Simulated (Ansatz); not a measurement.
B$_{4}$C:
```
B4C
1.0
    2.81619     1.62593     4.02535
   -2.81619     1.62593     4.02535
    0.00000    -3.25185     4.02535
B C
12 3
Cartesian
 -1.40237  -0.80966   7.73401
  1.40237   0.80966   4.34205
  1.40237  -0.80966   7.73401
 -1.40237   0.80966   4.34205
  0.00000   1.61932   7.73401
  0.00000  -1.61932   4.34205
 -0.91197  -0.52653  10.70095
  0.91197   0.52653   1.37511
  0.91197  -0.52653  10.70095
 -0.91197   0.52653   1.37511
  0.00000   1.05306  10.70095
  0.00000  -1.05306   1.37511
  0.00000   0.00000   7.36350
  0.00000   0.00000   4.71257
  0.00000   0.00000   6.03803
```

Relaxed with r²SCAN.

Task: Map the valence electron density (e/Å³), cut off at 0.9 on the plane through (0.308, 0.806, 0.806) spanned by u = [1, 0, 0] and v = [-1, 1, 1] in lattice vectors, from DFT-r²SCAN in the program Ansatz with PAW potentials.

Result: x is the fraction of u, y of v (the angle between them is 97°; rows are the nearest grid lines); atoms in the plane: B at (0.00, 0.00), B at (0.77, 0.39), B at (0.55, 0.19), B at (0.22, 0.20), C at (0.10, 0.80), C at (0.67, 0.58), C at (0.89, 0.69).
```
y \ x   0.000  0.0769  0.192  0.269  0.346  0.462  0.538  0.654  0.731  0.808  0.923   1.00
------  -----  ------  -----  -----  -----  -----  -----  -----  -----  -----  -----  -----
1.00    0.216   0.615  0.247  0.095  0.056  0.106  0.233  0.565  0.697  0.736  0.764  0.216
0.921   0.827   0.900  0.416  0.151  0.055  0.052  0.102  0.217  0.270  0.316  0.514  0.827
0.842   0.900   0.900  0.900  0.449  0.128  0.043  0.046  0.063  0.082  0.143  0.501  0.900
0.763   0.900   0.900  0.900  0.433  0.141  0.056  0.060  0.108  0.237  0.595  0.900  0.900
0.684   0.900   0.627  0.254  0.135  0.083  0.127  0.272  0.689  0.900  0.900  0.900  0.900
0.605   0.249   0.103  0.053  0.047  0.061  0.267  0.886  0.900  0.900  0.900  0.626  0.249
0.526   0.114   0.089  0.063  0.046  0.047  0.196  0.650  0.900  0.900  0.676  0.196  0.114
0.474   0.255   0.218  0.126  0.068  0.041  0.096  0.286  0.890  0.900  0.648  0.319  0.255
0.395   0.690   0.620  0.314  0.147  0.068  0.062  0.145  0.559  0.425  0.415  0.776  0.690
0.316   0.561   0.676  0.564  0.358  0.237  0.215  0.326  0.754  0.811  0.619  0.499  0.561
0.237   0.265   0.530  0.615  0.635  0.837  0.795  0.621  0.773  0.473  0.231  0.154  0.265
0.158   0.306   0.613  0.602  0.736  0.858  0.863  0.433  0.689  0.374  0.182  0.155  0.306
0.0789  0.678   0.835  0.483  0.287  0.237  0.317  0.490  0.687  0.595  0.470  0.506  0.678
0.000   0.216   0.615  0.247  0.095  0.056  0.106  0.233  0.565  0.697  0.736  0.764  0.216
```

The density is the valence pseudo-density with augmentation charge, so density and ELF within about 1 Å of a nucleus are not all-electron values.

Space group R-3m. The workflow started from a Materials Project entry (that database holds measured and hypothetical structures alike); the Crystallography Open Database copy checked does not list it. Whether it is the stable phase at ambient conditions was not checked. Symmetry was held in the r²SCAN relaxation; whether a distortion lowers the energy is not shown.

Potentials: the later of the program's two PAW sets.
